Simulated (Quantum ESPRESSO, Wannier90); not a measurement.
Al (hcp (Mg type), model phase), plane waves to Wannier functions

```xyz
2
Lattice="2.8125 0.0000 0.0000 -1.4062 2.4357 0.0000 0.0000 0.0000 4.8669" Properties=species:S:1:pos:R:3 pbc="T T T"
Al    -1.4062     0.8119    -1.2167
Al     1.4062    -0.8119     1.2167
```

Materials Project entry mp-2647008; symmetrised, unrelaxed at this level. This isn't the element's usual structure (fcc); take it as a model of another phase. Level: LDA, no spin polarisation, no spin-orbit coupling; pw.x of Quantum ESPRESSO at 36 Ry with PseudoDojo potentials, 12×12×6 k-points, Wannier90. Density: 18×18×10 mesh, cold smearing 0.01 Ry.

A tight-binding model is made by disentanglement and projection with no localisation steps (num_iter = 0), so the 8 orbitals stay atom-like: hydrogen-like Al: s;p, axes along x, y, z; frozen window up to 1.50 eV relative to the Fermi level. It follows pw.x to 18 meV rms for states up to 1.0 eV relative to the Fermi level. Matrix elements depend on this choice of orbitals and windows.

Task: Which pairs of orbitals on different sites are coupled most strongly? Give distance, modulus and how many such pairs a cell has.

Result: 
```csv
orbital,orbital,distance of the centres (Å),modulus (eV),pairs
Al px,Al px,2.81,2.39,2
Al py,Al py,2.81,1.79,4
Al pz,Al pz,2.93,1.49,6
Al px,Al s,2.81,1.47,4
Al py,Al s,2.78,1.33,4
Al py,Al s,2.85,1.22,4
Al px,Al py,2.74,1.13,4
Al pz,Al s,2.93,1.03,12
Al px,Al py,2.88,0.95,4
Al py,Al pz,2.95,0.94,4
Al px,Al s,2.78,0.84,4
Al px,Al pz,2.94,0.82,8
Al py,Al py,2.97,0.73,2
Al py,Al s,2.95,0.69,4
Al px,Al s,2.85,0.64,4
Al s,Al s,2.81,0.64,6
Al px,Al px,5.62,0.61,2
Al px,Al s,2.94,0.60,8
Al px,Al px,2.81,0.60,4
Al s,Al s,2.93,0.58,6
Al py,Al pz,2.92,0.47,8
Al px,Al py,2.92,0.46,8
Al px,Al px,2.95,0.46,4
Al py,Al py,5.62,0.45,4
Al px,Al s,5.62,0.35,4
Al py,Al s,2.91,0.35,8
Al px,Al px,2.88,0.34,2
Al py,Al s,5.59,0.30,4
Al py,Al s,5.66,0.30,4
Al px,Al py,5.55,0.29,4
```
